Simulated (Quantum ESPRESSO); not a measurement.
pw.x input (Quantum ESPRESSO 7.5; PBEsol, PseudoDojo standard norm-conserving files, scalar-relativistic):

```
&CONTROL
  calculation = 'scf'
  pseudo_dir = './pseudo'
  outdir = './out'
  tprnfor = .true.
  tstress = .true.
/
&SYSTEM
  ibrav = 0
  nat = 10
  ntyp = 2
  ecutwfc = 84.0
  ecutrho = 336.0
  occupations = 'smearing'
  smearing = 'fd'
  degauss = 0.002
  nbnd = 52
/
&ELECTRONS
  conv_thr = 1e-09
/
ATOMIC_SPECIES
O 15.9990 O.upf
Ga 69.7230 Ga.upf
CELL_PARAMETERS angstrom
  2.498699924000   1.442625074000   4.483550000000
 -2.498699924000   1.442625074000   4.483550000000
  0.000000000000  -2.885250147000   4.483550000000
ATOMIC_POSITIONS crystal
O   0.750000000000   0.446840000000   0.053160000000
O   0.250000000000   0.553160000000   0.946840000000
O   0.053160000000   0.750000000000   0.446840000000
O   0.946840000000   0.250000000000   0.553160000000
O   0.446840000000   0.053160000000   0.750000000000
O   0.553160000000   0.946840000000   0.250000000000
Ga   0.855590000000   0.855590000000   0.855590000000
Ga   0.144410000000   0.144410000000   0.144410000000
Ga   0.644410000000   0.644410000000   0.644410000000
Ga   0.355590000000   0.355590000000   0.355590000000
K_POINTS automatic
6 6 6 0 0 0
```

End of the output:

```

[...]
     the Fermi energy is    12.0328 ev
!    total energy              =    -809.06226454 Ry
     estimated scf accuracy    <          7.1E-10 Ry
     smearing contrib. (-TS)   =      -0.00000000 Ry
     internal energy E=F+TS    =    -809.06226454 Ry
     The total energy is F=E-TS. E is the sum of the following terms:
     one-electron contribution =    -215.65010868 Ry
     hartree contribution      =     192.58722651 Ry
     xc contribution           =    -216.11819523 Ry
     ewald contribution        =    -569.88118714 Ry
     convergence has been achieved in  11 iterations
     Forces acting on atoms (cartesian axes, Ry/au):
     atom    1 type  1   force =    -0.00042856    0.00074228   -0.00000000
     atom    2 type  1   force =     0.00042856   -0.00074228    0.00000000
     atom    3 type  1   force =    -0.00042856   -0.00074228    0.00000000
     atom    4 type  1   force =     0.00042856    0.00074228   -0.00000000
     atom    5 type  1   force =     0.00085711    0.00000000    0.00000000
     atom    6 type  1   force =    -0.00085711    0.00000000    0.00000000
     atom    7 type  2   force =     0.00000000   -0.00000000    0.00081971
     atom    8 type  2   force =     0.00000000    0.00000000   -0.00081971
     atom    9 type  2   force =     0.00000000   -0.00000000   -0.00081971
     atom   10 type  2   force =     0.00000000   -0.00000000    0.00081971
     Total force =     0.002664     Total SCF correction =     0.000005
     Computing stress (Cartesian axis) and pressure
          total   stress  (Ry/bohr**3)                   (kbar)     P=        0.37
   0.00000461   0.00000000   0.00000000            0.68        0.00        0.00
  -0.00000000   0.00000461  -0.00000000           -0.00        0.68       -0.00
   0.00000000  -0.00000000  -0.00000164            0.00       -0.00       -0.24
```
In a gapped system the printed Fermi energy is only some level inside the gap.

Spin-orbit coupling is not included.

Geometry of the Materials Project entry, not relaxed at this level.
